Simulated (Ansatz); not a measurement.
Nb:
```
Nb
1.0
    0.00000     2.90132     2.90132
    2.90132     0.00000     2.90132
    2.90132     2.90132     0.00000
Nb
2
Direct
  0.00000   0.00000   0.00000
  0.25000   0.25000   0.25000
```

Relaxed with PBEsol. Special points in fractions of this cell's reciprocal vectors: Γ (0.000, 0.000, 0.000); X (0.500, 0.000, 0.500); U (0.625, 0.250, 0.625); K (0.375, 0.375, 0.750); L (0.500, 0.500, 0.500); W (0.500, 0.250, 0.750).

List the band energies nearest the Fermi level at these points for plane-wave PAW PBEsol (Ansatz code).

In eV from the Fermi level; about four levels below and three above (degenerate sets whole), none deeper than 8.9 eV; points with the same levels are listed once.

```json
[
 {"k": "Γ", "below": "-1.63 -1.63 -0.57 -0.57 -0.57", "above": "2.00 2.00 2.00"},
 {"k": "X", "below": "-2.60 -2.60 -0.78 -0.78", "above": "0.51 0.51 1.29 1.29"},
 {"k": "U", "below": "-2.82 -2.26 -1.29 -0.30", "above": "0.32 1.02 1.05"},
 {"k": "L", "below": "-1.43 -1.43 -0.84 -0.84", "above": "0.77 3.15 3.15"},
 {"k": "W", "below": "-2.69 -2.69 -0.42 -0.42", "above": "0.73 0.73 0.75 0.75"}
]
```

Space group Fd-3m (diamond). The start of the workflow was typed in or built on a structure type; neither database checked (COD, Materials Project) lists it. It is not the phase usual at ambient conditions (space group No. 229). Symmetry was held in the PBEsol relaxation. At this level the phase is dynamically unstable (imaginary phonons). The run is not spin-polarised. Scalar-relativistic: spin–orbit coupling is off unless named, which matters more the heavier the elements.

Potentials: the later of the program's two PAW sets.
